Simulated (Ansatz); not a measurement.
A plane-wave DFT run in Ansatz 0.2.0 (scalar-relativistic PAW potentials unless the input names others): input and command.

```yaml
crystal:
  lattice:
    - [0.0, 2.6828457042, 2.6828457042]
    - [2.6828457042, 0.0, 2.6828457042]
    - [2.6828457042, 2.6828457042, 0.0]
  atoms:
    - { symbol: Si, position: [0.5, 0.5, 0.5] }
    - { symbol: Si, position: [0.75, 0.75, 0.75] }
basis:
  ecutwfc: 420
kpoints:
  mp_grid: { grid: [12, 12, 12] }
hamiltonian:
  xc: lda
scf:
  occupations: { method: fixed }
  max_iter: 60
output:
  forces: true
  eigenvalues: true
  stress: true
magnetization:
  spin_polarized: true
  initial_magnetization: 40
```

```bash
ansatz run input.yaml --threads 1 --pin off --max-ram 3072MiB --backend cpu --events-out ev --progress --plain --runs-dir out
```

Problem. What will the program do with this input?

Solution. The program refuses it, because of an impossible spin (magnetization: not typed → {"spin_polarized": true, "initial_magnetization": 40}). Without that key it is accepted.

Abridged log:
```
Error: inconsistent input (scf.occupations.method, magnetization): a σ = 0 step fill (method: fixed, or a smearing width below the step floor) with no hard lock on the total moment puts the same N_el/2 bands in each spin channel, which gives a total moment of zero, but the starting moments sum to +40.0000 μB; make the starting moments (crystal.atoms[].spin / magnetization.per_species / magnetization.initial_magnetization) sum to zero, or set magnetization.spin_locking.lock_magnetization: hard with an even integer magnetization.initial_magnetization, or use a smearing method with a finite width ...
```